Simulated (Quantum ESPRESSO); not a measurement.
# Band energies of TlCl3

```
TlCl3
1.0
    3.31904    -5.74339    -0.00051
    3.31904     5.74339    -0.00051
   -2.15231     0.00000     5.98720
Cl Tl
6 2
Cartesian
  4.47165  -1.99422   1.48362
  0.01412   1.99422   4.50255
  0.01412  -1.99422   4.50255
  4.47165   1.99422   1.48362
  0.99108   0.00000   1.50900
  3.49469   0.00000   4.47717
  3.31904  -3.83179  -0.00051
  3.31904   3.83179  -0.00051
```

PBEsol (pw.x of Quantum ESPRESSO, ONCV potentials, scalar-relativistic); path ΓYFHZIF1,H1Y1XΓN,MΓ; energies in eV from the valence-band maximum.

```
k (1/Å)  point  band 30  band 31  band 32  band 33  band 34  band 35  band 36  band 37
-------  -----  -------  -------  -------  -------  -------  -------  -------  -------
0.00         Γ    -0.28    -0.28    -0.19    -0.19    -0.04     1.99     2.71     6.18
0.48              -0.39    -0.31    -0.23    -0.17    -0.10     2.35     2.55     6.68
0.72         Y    -0.31    -0.18    -0.12    -0.10    -0.06     2.41     2.51     6.58
0.72         F    -0.37    -0.34    -0.34    -0.18    -0.15     2.50     2.59     6.99
1.29              -0.31    -0.20    -0.20    -0.12    -0.10     2.55     2.68     6.61
1.48         H    -0.31    -0.19    -0.15    -0.04    -0.02     2.54     2.56     6.60
1.73              -0.47    -0.24    -0.22    -0.10    -0.07     2.65     2.72     6.56
1.98         Z    -0.38    -0.38    -0.25    -0.09    -0.08     2.71     2.74     6.14
2.16              -0.46    -0.41    -0.34    -0.12    -0.10     2.64     2.77     6.39
2.53         I    -0.35    -0.33    -0.32    -0.29    -0.28     2.59     2.60     7.12
2.53        F1    -0.37    -0.34    -0.34    -0.18    -0.15     2.50     2.59     6.99
3.28        H1    -0.31    -0.19    -0.15    -0.04    -0.02     2.54     2.56     6.60
3.28        Y1    -0.31    -0.18    -0.12    -0.10    -0.06     2.41     2.51     6.58
3.76         X    -0.41    -0.16    -0.05    -0.03     0.00     2.40     2.73     6.42
3.94              -0.36    -0.30    -0.10    -0.09    -0.02     2.40     2.67     6.63
4.30         Γ    -0.28    -0.28    -0.19    -0.19    -0.04     1.99     2.71     6.18
4.56              -0.39    -0.32    -0.26    -0.20    -0.06     2.33     2.56     6.47
4.95         N    -0.35    -0.30    -0.19    -0.10    -0.04     2.31     2.65     6.42
4.95         M    -0.44    -0.36    -0.35    -0.15    -0.07     2.66     2.69     6.93
5.10              -0.46    -0.34    -0.30    -0.17    -0.09     2.59     2.70     6.87
5.53         Γ    -0.28    -0.28    -0.19    -0.19    -0.04     1.99     2.71     6.18
```

The PBEsol gap is indirect, 1.99 eV, from X to Γ; the smallest direct gap is 2.03 eV. Another valence extremum on the path lies within 0.02 eV, too close to call.

Spin-orbit coupling is left out; with 6p states at a band edge it can lower the gap by many tenths of an eV, most of a small gap.

Geometry relaxed with PBE+D3(BJ).

The structure is a Materials Project entry; no match was found in the copy of COD used, and its stability was not checked.
